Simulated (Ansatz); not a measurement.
ScPt3 (Cu3Au type), conventional cell a = 3.978 Å, b = 3.978 Å, c = 3.978 Å, α = 90.00°, β = 90.00°, γ = 90.00°. The calculation uses the primitive cell of 4 atoms, to which meshes and values per cell refer.

The volume is varied about the relaxed value V₀ at fixed cell shape. Symmetry pins the atoms to their sites.

These are r2SCAN (plane waves to 500 eV, PAW, scalar-relativistic; Ansatz, a first-principles code) values and carry that method's errors. k mesh 12×12×12 (Γ-centred), Fermi-Dirac smearing 0.05 eV. The energy includes the smearing's −TS. Compression counts positive. ScPt3 is run without spin polarisation. ScPt3 was relaxed with its symmetry unable to fall. Spin-orbit coupling is left out, though Pt is heavy. ΔE is measured from the relaxed starting cell.

| V/V₀ | P (GPa) | ΔE (eV/atom) |
|---|---|---|
| 0.900 | 29.9 | 0.132 |
| 0.920 | 22.4 | 0.081 |
| 0.940 | [?] | 0.044 |
| 0.960 | 9.9 | 0.019 |
| 0.980 | [?] | 0.004 |
| 1.000 | 0.0 | 0.000 |
| 1.020 | -4.1 | 0.004 |
| 1.040 | -7.7 | 0.016 |
| 1.060 | -11.0 | 0.034 |
| 1.080 | -13.8 | 0.059 |
| 1.100 | -16.3 | [?] |

Q: What belongs in the gaps?

A: 
- 0.940, P (GPa): 15.8
- 0.980, P (GPa): 4.6
- 1.100, ΔE (eV/atom): 0.088

(Under strain, the slope of the energy per volume gives the stress and its curvature an elastic modulus.)
